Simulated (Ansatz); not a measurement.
Structure optimisation: mercury, diamond

Level of theory: DFT, r2SCAN, plane waves (500 eV) with PAW, scalar-relativistic (Ansatz). The PAW files were generated under PBE, with cores re-solved for the functional.

k-point mesh 9×9×9, Fermi-Dirac smearing 0.1 eV, no spin polarisation. Cell and atoms relax.

Starting structure:

```cif
data_structure
_symmetry_space_group_name_H-M 'P 1'
_symmetry_Int_Tables_number 1
_cell_length_a 4.4496
_cell_length_b 4.4496
_cell_length_c 4.4496
_cell_angle_alpha 60.000
_cell_angle_beta 60.000
_cell_angle_gamma 60.000
_cell_volume 62.30
loop_
_atom_site_label
_atom_site_type_symbol
_atom_site_fract_x
_atom_site_fract_y
_atom_site_fract_z
_atom_site_occupancy
Hg1 Hg 0.12500 0.12500 0.12500 1
Hg2 Hg 0.87500 0.87500 0.87500 1
```

Question: The pressure at the start is 5.7 GPa. By how much does the volume change?

Answer: From 31.15 to 38.19 Å³ per atom, 22.6 %. The final cell has a = 6.735 Å.

Question: How much energy does the relaxation gain?

Answer: 98.6 meV per atom.

Path of the relaxation (the plane waves are chosen anew near the end, which can shift the energy a little):

```tsv
step	E − E(final) (meV/atom)	V (Å³/atom)	P (GPa)	max force (eV/Å)
0	98.62	31.148	5.69	0.000
1	10.62	35.808	1.19	0.000
2	4.01	37.283	0.38	0.000
3	3.21	38.008	0.08	0.000
4	3.21	38.194	0.01	0.000
5	0.00	38.194	0.05	0.000
```
